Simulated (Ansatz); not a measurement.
Put Bi₄Te₃ in P4/mmm (No. 123): Bi on 4o; Te on 2h and 1b.

All numbers below come from DFT PBE, scalar-relativistic, plane waves, PAW (Ansatz). Cutoff 420 eV, Γ-centred mesh, Gaussian smearing, no spin polarisation.

Formation energies are uncorrected and refer to the elements' standard structures at the same level.

**Question.** Predict the relaxed structure.

**Answer.**

Space group P4/mmm (No. 123). a = 7.359 Å, b = 7.359 Å, c = 7.976 Å, α = 90.00°, β = 90.00°, γ = 90.00°
```csv
atom,site,symmetry,x,y,z
Bi,4o,m2m.,0.7960,0.5000,0.5000
Te,2h,4mm,0.5000,0.5000,0.1832
Te,1b,4/mmm,0.0000,0.0000,0.5000
```

Bi is surrounded by 3 Bi at 3.00–3.08 Å, 2 Te at 3.34 Å and 2 Te at 3.97 Å; Te on a site of symmetry 4mm is surrounded by 1 Te at 2.92 Å and 4 Bi at 3.34 Å; Te on a site of symmetry 4/mmm is surrounded by 8 Bi at 3.97 Å. Another local minimum with the same sites may exist.

**Question.** Where does its energy lie, and is it a metal?

**Answer.** The energy over the elements is +0.43 eV/atom. The gap on the 6×6×6 mesh of the 7-atom cell is 0 eV (a metal). It can't be a ground state, since the elements alone are lower.

The last run used Gaussian smearing of 0.10 eV. Spin–orbit coupling, which can matter for Bi and Te, is left out. The reference form of Te is held partly by dispersion forces, which this level lacks. A structure relaxed within its symmetry needn't be a true minimum. Another cell of Bi4Te3 relaxed alike, in P-6m2, lies 299 meV/atom lower, so this cell isn't the stable form at this level.
